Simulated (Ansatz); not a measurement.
Relaxation of a generated trial cell of ZrO2 in the beta-tridymite structure type; 12 atoms in the cell, which starts as P6₃/mmc (No. 194), hP12; a = b = 5.953 Å, c = 9.745 Å, α = β = 90.00°, γ = 120.00°. All values below come from PBEsol (plane waves to 420 eV, PAW, scalar-relativistic; Ansatz, a program for electronic structure). Γ-centred k-mesh 4×4×2 on the run's cell (coarser than for final values), Fermi–Dirac smearing 0.05 eV. This is the first round of the run. 

The optimiser's lines from the output (shortened; P is positive under compression):

```
relax step   1: F+E_penalty+E_count = -21014.37152921 eV  Δ(F+E_penalty+E_count) = +0.000e0 eV  max|allowed force component| = 4.320e-1 eV/Å  Δτ_max = 0.0000 Å  P = +24.817 GPa  Ω = 299.059 Å³  (10 SCF iters, dr2 threshold 1.00e-7 eV, accepted)
relax step   2: F+E_penalty+E_count = -21018.36325726 eV  Δ(F+E_penalty+E_count) = -3.992e0 eV  max|allowed force component| = 7.720e-2 eV/Å  Δτ_max = 0.0047 Å  P = +4.885 GPa  Ω = 345.672 Å³  (8 SCF iters, dr2 threshold 1.20e-6 eV, accepted)
relax step   3: F+E_penalty+E_count = -21018.59400677 eV  Δ(F+E_penalty+E_count) = -2.307e-1 eV  max|allowed force component| = 1.808e-2 eV/Å  Δτ_max = 0.0010 Å  P = +0.908 GPa  Ω = 359.381 Å³  (7 SCF iters, dr2 threshold 1.20e-6 eV, accepted)
relax step   4: F+E_penalty+E_count = -21018.60082162 eV  Δ(F+E_penalty+E_count) = -6.815e-3 eV  max|allowed force component| = 4.592e-3 eV/Å  Δτ_max = 0.0005 Å  P = +0.047 GPa  Ω = 362.666 Å³  (5 SCF iters, dr2 threshold 1.20e-6 eV, accepted)
relax step   5: F+E_penalty+E_count = -21018.60069798 eV  Δ(F+E_penalty+E_count) = +1.236e-4 eV  max|allowed force component| = 2.262e-5 eV/Å  Δτ_max = 0.0005 Å  P = +0.000 GPa  Ω = 362.846 Å³  (6 SCF iters, dr2 threshold 8.72e-9 eV, accepted)
relax step   6: F+E_penalty+E_count = -21018.81682659 eV  Δ(F+E_penalty+E_count) = -2.161e-1 eV  max|allowed force component| = 8.239e-5 eV/Å  Δτ_max = 0.0000 Å  P = +0.912 GPa  Ω = 362.846 Å³  stress off target by 9.23e-1 GPa  SCF on the basis re-selected at this cell (its energy is not comparable with the rows above)  (9 SCF iters)
relax step   7: F+E_penalty+E_count = -21018.82430384 eV  Δ(F+E_penalty+E_count) = -7.477e-3 eV  max|allowed force component| = 1.032e-3 eV/Å  Δτ_max = 0.0007 Å  P = +0.077 GPa  Ω = 366.459 Å³  (5 SCF iters, dr2 threshold 1.20e-6 eV, accepted)
relax step   8: F+E_penalty+E_count = -21018.82403679 eV  Δ(F+E_penalty+E_count) = +2.671e-4 eV  max|allowed force component| = 1.527e-3 eV/Å  Δτ_max = 0.0002 Å  P = +0.002 GPa  Ω = 366.793 Å³  (6 SCF iters, dr2 threshold 1.55e-8 eV, accepted)
relax step   9: F+E_penalty+E_count = -21018.82773090 eV  Δ(F+E_penalty+E_count) = -3.694e-3 eV  max|allowed force component| = 1.539e-3 eV/Å  Δτ_max = 0.0000 Å  P = +0.008 GPa  Ω = 366.793 Å³  stress off target by 9.58e-3 GPa  SCF on the basis re-selected at this cell (its energy is not comparable with the rows above)  (7 SCF iters)
```

From the first to the last row the energy changes by -0.37 eV/atom and the volume by +22.6 %. The last row is marked as not comparable with the walk above it, whose basis was carried along; it does compare with step 1, since both stand on a basis selected at the nominal cutoff for their own cell.

Energy and pressure jump between steps 5 and 6 at one geometry, where the plane-wave basis was selected anew. While the cell walks, the set of plane waves is carried along, so its effective cutoff drifts with the strain; re-selecting it at 420 eV moved the energy by -0.018 eV/atom and the pressure by 0.9 GPa. Only step 1 and rows on a re-selected basis compare with each other.

Later rounds, restarted from the end of this one on a renewed k-mesh, logged 2 more steps and released under 1 meV/atom more. The final structure after all rounds: P6₃/mmc (No. 194), hP12, AFLOW prototype A2B_hP12_194_cg_f (C10, as in SiO2); a = 6.379 Å, b = 6.379 Å, c = 10.409 Å, α = 90.00°, β = 90.00°, γ = 120.00°. Between re-selections the logged energies stand on a plane-wave basis carried along with the cell. No spin polarisation in the result.

The run could not lose the symmetry of its start, so the end can be a saddle point.

The relaxed structure here is a generated cell of ZrO2: the first start was made by placing the elements on the sites of a structure type, and the end was not matched to a known phase here, so it may be hypothetical. Known forms of ZrO2 include space group No. 14, 137, 225.
